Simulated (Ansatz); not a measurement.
# Fixed-spin-moment curve of MgRh (Pm-3m)

The source of the geometry is a structure as deposited in COD; atoms and cell stay fixed.

Settings: LDA, 11×11×11 k mesh, Fermi–Dirac smearing of 0.1 eV. PAW means Ansatz 0.2.0 on its default frozen-core files; LAPW is all-electron LAPW in Ansatz 0.2.0. Site moments are integrated in spheres about the atoms, whose radii differ between the methods.

The first input and its command:

```yaml
crystal:
  lattice:
    - [3.0992, 0.0, 0.0]
    - [0.0, 3.0992, 0.0]
    - [0.0, 0.0, 3.0992]
  atoms:
    - { symbol: Mg, position: [0.0, 0.0, 0.0] }
    - { symbol: Rh, position: [0.5, 0.5, 0.5], spin: 1.0 }
magnetization:
  spin_polarized: true
kpoints:
  mp_grid: { grid: [11, 11, 11] }
scf:
  occupations: { method: fermi_dirac, width: 0.1 }
  lower_state_search: "off"
hamiltonian:
  xc: lda
  pseudopotentials: { kind: paw }
output:
  forces: true
  stress: true
  eigenvalues: true
  populations: true
  dos: { projected: true, de: 0.1, e_range: [-8, 5] }
  write_density: true
  write_potential: true
  elf: true
  volumetric_format: npy
```

Command: `ansatz run input.yaml --threads 1 --pin off --max-ram 3072MiB --backend cpu --events-out ev --progress --plain --runs-dir out`

The input for «total moment held at 1.2 μB» by PAW differs from it in these lines, output keys apart:

```diff
-    - { symbol: Rh, position: [0.5, 0.5, 0.5], spin: 1.0 }
+    - { symbol: Rh, position: [0.5, 0.5, 0.5], spin: 1.2 }
+  initial_magnetization: 1.2
+  spin_locking: { lock_magnetization: hard }
```

The input for «total moment held at 0.6 μB» by LAPW differs from it in these lines, output keys apart:

```diff
-    - { symbol: Rh, position: [0.5, 0.5, 0.5], spin: 1.0 }
+    - { symbol: Rh, position: [0.5, 0.5, 0.5], spin: 0.6 }
+  initial_magnetization: 0.6
+  spin_locking: { lock_magnetization: hard }
-  pseudopotentials: { kind: paw }
+  pseudopotentials: { kind: all_electron, lapw: { basis_error: 0.001 } }
```

Each run fixes M = N↑ − N↓ with two Fermi levels; the holding field B = (E_F↑ − E_F↓)/2μB is the slope of the free energy against M over μB. Energies count from each method's free run. The held moment starts spread evenly over Rh2.

The free PAW run: The moments died out: the run ends unmagnetised.

```
M (μB/cell)  ΔF PAW (meV/cell)  ΔF LAPW (meV/cell)  B, PAW (T)  largest site moment, PAW (μB)  pressure, PAW (GPa)
       0.00                0.0                 0.0           –                           0.00                 -6.2
       0.20                  ?                   –       +2012                           0.15                 -6.1
       0.40              +48.0               +48.0       +4286                           0.31                 -5.7
       0.60             +111.4              +111.4           ?                           0.46                 -5.1
       0.90             +301.8                   –      +14285                           0.66                 -3.6
       1.20             +571.5              +571.8      +16657                           0.88                 -1.2
       1.60            +1013.0             +1013.5      +21957                           1.16                  2.2
```

Fill in "B, PAW (T)" for the row "0.60".

+7057.

Fill in "ΔF PAW (meV/cell)" for the row "0.20".

+11.2.

The unpolarised density of states at the Fermi level, averaged over the smearing, is 1.39 states/eV per cell. What Stoner enhancement follows from the smallest held moment?

S = M/(μB·B·N) = 0.20/(0.1165 eV × 1.39/eV) ≈ 1.2, so I·N/2 ≈ 0.19; the Stoner criterion for ferromagnetism asks for 1. On this mesh S is a rough figure.

Fit ΔF = E₀ + a₂M² + a₄M⁴ to the PAW points up to M = 0.90 μB, leaving out M = 0.20. What does the fit give, and how well does it predict the point left out?

E₀ = +0.8 meV, a₂ = +261.45 meV/μB², a₄ = +135.754 meV/μB⁴, with a worst miss of 1.8 meV. At M = 0.20 it gives +11.5 meV against the computed +11.2. Since a₂ > 0 the fit has its minimum at M = 0.

Check μB·B = dF/dM between M = 0.60 and 0.90 μB with the PAW numbers.

ΔF/ΔM = +190.5 meV / 0.30 = +634.9 meV per μB, which is +10969 T with μB = 0.05788 meV/T. The mean of the two holding fields is +10671 T. The slope equals the mean of B over the step, so the two agree where B(M) is nearly straight between its ends, and here they lie within a tenth of each other.

Separate runs put a uniform field on the spins (g = 2):

```csv
field (T),M PAW (μB/cell),M LAPW (μB/cell)
500,0.053,0.053
1000,0.105,0.105
```

The PAW files were made with PBE; the program remakes their cores once for the run's functional and then keeps them frozen. The Ansatz runs typed with the search for lower states off end where their start leads. None of this fixes the real material's magnetic order: only patterns that fit the cell were computed, at zero temperature, with a functional that can overstate moments.
